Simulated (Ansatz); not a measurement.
GaN:
```
GaN
1.0
    3.12461     0.00000     0.00000
   -1.56230     2.70599     0.00000
    0.00000     0.00000     7.37131
Ga N
3 3
Direct
  0.50000   0.00000   0.50000
  0.00000   0.50000   0.16667
  0.50000   0.50000   0.83333
  0.50000   0.00000   0.00000
  0.00000   0.50000   0.66667
  0.50000   0.50000   0.33333
```

x, y and z are the axes in which the lattice vectors are written.

Task: Give the proper piezoelectric stress tensor with relaxed ions from r²SCAN (plane waves, PAW; program Ansatz).

Result: In C/m², rows x, y, z, Voigt columns; mesh uncertainty up to 0.00.
```
 0.00   0.00   0.00  -0.17   0.00   0.00
 0.00   0.00   0.00   0.00   0.17   0.00
 0.00   0.00   0.00   0.00   0.00   0.00
```

The elastic tensor of the same run (GPa):

```json
[
 {"": "1", "1": "368", "2": "111", "3": "112", "4": "0.0", "5": "0.0", "6": "0.0"},
 {"": "2", "1": "111", "2": "368", "3": "112", "4": "0.0", "5": "0.0", "6": "0.0"},
 {"": "3", "1": "112", "2": "112", "3": "484", "4": "0.0", "5": "0.0", "6": "0.0"},
 {"": "4", "1": "0.0", "2": "0.0", "3": "0.0", "4": "133", "5": "0.0", "6": "0.0"},
 {"": "5", "1": "0.0", "2": "0.0", "3": "0.0", "4": "0.0", "5": "133", "6": "0.0"},
 {"": "6", "1": "0.0", "2": "0.0", "3": "0.0", "4": "0.0", "5": "0.0", "6": "129"}
]
```

Task: Convert to strain constants d = e·S.

Result: In pC/N:
```
 0.0   0.0   0.0  -1.3   0.0   0.0
 0.0   0.0   0.0   0.0   1.3   0.0
 0.0   0.0   0.0   0.0   0.0   0.0
```

Space group P6_222. The start of the workflow was typed in or built on a structure type; neither database checked (COD, Materials Project) lists it. It is not the phase usual at ambient conditions (space group No. 186, 216). Symmetry was held in the r²SCAN relaxation; its stability against distortions is not shown here.

Potentials: the later of the program's two PAW sets.
